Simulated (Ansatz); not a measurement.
CoSi₂ (fluorite type, space group Fm-3m)

```
CoSi2
1.0
    0.00000     2.65746     2.65746
    2.65746     0.00000     2.65746
    2.65746     2.65746     0.00000
Co Si
1 2
Direct
  0.00000   0.00000   0.00000
  0.25000   0.25000   0.25000
  0.75000   0.75000   0.75000
```

Two coordinates are scanned: the volume, and the ratio of the stretch along z (the conventional c axis) to the stretch across it. Atoms keep their fractional coordinates.

Level of theory: r2SCAN (plane waves to 500 eV, PAW, scalar-relativistic; Ansatz, an electronic-structure program). k mesh 15×15×15 (Γ-centred), Fermi-Dirac smearing 0.05 eV. The energy includes the smearing's −TS. With partly filled bands, the response to shear is sensitive to the k mesh, so small differences along c/a are uncertain. CoSi2 is run without spin polarisation. CoSi2 was relaxed with its symmetry unable to fall. The zero of ΔE is the relaxed starting cell.

Q: Give the computed ΔE (eV/atom) at all points of the grid V/V₀ = 0.920, 0.960, 1.000, 1.040, 1.080 by (c/a)/(c/a)₀ = 0.920, 0.960, 1.000, 1.040, 1.080.

A: ΔE (eV/atom), with V/V₀ across and (c/a)/(c/a)₀ down:

| (c/a)/(c/a)₀ \ V/V₀ | 0.920 | 0.960 | 1.000 | 1.040 | 1.080 |
|---|---|---|---|---|---|
| 0.920 | 0.084 | 0.038 | 0.023 | 0.032 | 0.062 |
| 0.960 | 0.063 | 0.019 | 0.005 | 0.016 | 0.047 |
| 1.000 | 0.057 | 0.013 | 0.000 | 0.011 | 0.043 |
| 1.040 | 0.062 | 0.018 | 0.004 | 0.015 | 0.046 |
| 1.080 | 0.075 | 0.030 | 0.015 | 0.025 | 0.055 |

(Under strain, the slope of the energy per volume gives the stress and its curvature an elastic modulus.)
